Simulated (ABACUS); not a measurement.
Set-up for a self-consistent single point of TiGe2 (Fddd, 6 atoms in the cell; from Materials Project mp-567889, changed as shown).

```
CELL_PARAMETERS angstrom
      0.00000     4.22102     4.29020
      2.46096     0.00000     4.29020
      2.46096     4.22102     0.00000
ATOMIC_POSITIONS crystal
  Ti 0.75000 0.75000 0.75000
  Ti 0.50000 0.50000 0.50000
  Ge 0.08263 0.41737 0.08263
  Ge 0.41737 0.08263 0.41737
  Ge 0.16737 0.83263 0.16737
  Ge 0.83263 0.16737 0.83263
```

All values come from this method and carry its errors: LDA (PW92), PseudoDojo 0.4 standard norm-conserving LDA (tails mended) pseudopotentials (plane waves; ABACUS).

ABACUS settings:

* **KPT**: Gamma 4 4 4 0 0 0
* **basis_type**: pw
* **dft_functional**: PWLDA
* **ecutwfc**: 84 Ry
* **smearing_method**: mv
* **smearing_sigma**: 0.00734986 Ry
* **potentials**: PseudoDojo 0.4 standard norm-conserving LDA (tails mended)
* **symmetry**: 1
* **symmetry_prec**: 1e-05
* **ks_solver**: dav_subspace
* **scf_nmax**: 100
* **scf_thr**: 1.0e-09 Ry
* **mixing_type**: pulay
* **mixing_beta**: 0.4

Results:

```
Item                                                       Value
------------------------------------------------  --------------
Number of valence electrons                                   80
Number of bands                                               50
Number of k-points after the program's reduction              18
Number of plane waves (most at a k-point)                   7850
Number of SCF iterations                                       9
FFT grid                                            72 × 60 × 54
Free energy E − TS                                -12945.8649 eV
Fermi level (on the code's own zero)                    15.74 eV
Pressure                                                2.05 GPa
Largest force (vector length)                         0.133 eV/Å
```

Forces (eV/Å):
```csv
atom,Fx,Fy,Fz
Ti1,0.000,0.000,0.000
Ti2,0.000,0.000,0.000
Ge3,0.000,-0.133,0.000
Ge4,0.000,0.133,0.000
Ge5,0.000,0.133,0.000
Ge6,0.000,-0.133,0.000
```

Stress (GPa, positive for compression):
```
1.68  0.00  0.00
0.00  1.71  0.00
0.00  0.00  2.76
```

For comparison: a first run was changed to give this one (volume scaled by 0.94), and from it to this one the free energy goes down by 12.4 meV/atom, the pressure goes from -5.81 to 2.05 GPa and the largest force hardly changes (0.137 to 0.133 eV/Å).

The structure comes from a collection of computed structures, made at another level of theory; the collection holds predicted forms beside known ones. No clean gap shows at this smearing width and mesh (spacing up to 0.41 Å⁻¹); the mesh is coarse for partly filled bands, so the values carry mesh errors.

Cost on one core: very roughly 4 core-minutes.

“Tails mended”: in these copies of the files the far tail of each local potential was reset to the Coulomb form.
